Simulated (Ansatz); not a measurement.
PdS2:
```
PdS2
1.0
    5.47979     0.00000     0.00000
    0.00000     5.56824     0.00000
    0.00000     0.00000     7.89102
Pd S
4 8
Direct
  0.50000   0.00000   0.50000
  0.00000   0.00000   0.00000
  0.00000   0.50000   0.50000
  0.50000   0.50000   0.00000
  0.60484   0.11065   0.07863
  0.39516   0.88935   0.92137
  0.89516   0.88935   0.57863
  0.10484   0.11065   0.42137
  0.10484   0.38935   0.92137
  0.89516   0.61065   0.07863
  0.39516   0.61065   0.42137
  0.60484   0.38935   0.57863
```

Relaxed with r²SCAN. Special points in fractions of this cell's reciprocal vectors: Γ (0.000, 0.000, 0.000); X (0.500, 0.000, 0.000); S (0.500, 0.500, 0.000); Y (0.000, 0.500, 0.000); Z (0.000, 0.000, 0.500); U (0.500, 0.000, 0.500); R (0.500, 0.500, 0.500); T (0.000, 0.500, 0.500).

Question: List the band energies nearest the valence-band maximum at these points for r²SCAN (plane waves, PAW; program Ansatz).

Answer: In eV from the valence-band maximum; about four levels below and three above (degenerate sets whole), none deeper than 8.9 eV; points with the same levels are listed once.

```csv
k,below,above
Γ,-1.30 -1.15 -1.10 0.00,1.43 1.56 1.82
X,-0.75 -0.75 -0.69 -0.69,1.09 1.09 1.12 1.12
S,-1.12 -1.12 -1.12 -1.12,0.46 0.46 0.46 0.46
Y,-0.86 -0.86 -0.69 -0.69,1.13 1.13 1.24 1.24
Z,-1.41 -1.41 -0.91 -0.91,1.21 1.21 1.98 1.98
U,-1.02 -1.02 -1.02 -1.02,0.98 0.98 0.98 0.98
R,-1.75 -1.75 -1.75 -1.75,0.50 0.50 0.50 0.50
T,-1.19 -1.19 -1.19 -1.19,1.04 1.04 1.04 1.04
```

Space group Pbca. The workflow started from a Materials Project entry (that database holds measured and hypothetical structures alike); the Crystallography Open Database files this formula in space group No. 61, but the cells were not matched. Whether it is the stable phase at ambient conditions was not checked. The cell was relaxed with r²SCAN under the symmetry of its start; whether a distortion lowers the energy is not shown. The run is not spin-polarised. A crystal of weakly bound layers computed without a dispersion correction: the cell and the soft elastic constants depend strongly on that. Scalar-relativistic: spin–orbit coupling is off unless named, which matters more the heavier the elements.

Potentials: the later of the program's two PAW sets.
